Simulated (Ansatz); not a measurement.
Input:

HfPt3 (Cu3Au type, Pm-3m), a = b = c = 3.959 Å, α = β = γ = 90.00°.

This is the LDA-relaxed structure.

Task: All from LDA in the plane-wave PAW code Ansatz, unless another level is named. Predict the formation energy from the elements (no fitted shifts).

Result: -1.12 eV/atom.

Task: Next, the density of states at the Fermi level?

Result: 0.05 states/eV per atom (mean over ±0.08 eV).

The workflow started from a Materials Project entry (that database holds measured and hypothetical structures alike); the Crystallography Open Database copy checked does not list it. COD files the formula under space group No. 194. Its standing as an ambient phase is unchecked. The LDA relaxation kept the symmetry of its start; its stability against distortions is not shown here. The run is not spin-polarised. The references are the lowest solids computed at this level, not always the standard phases. Scalar-relativistic: spin–orbit coupling is off unless named, which matters more the heavier the elements.

Potentials: the later of the program's two PAW sets.
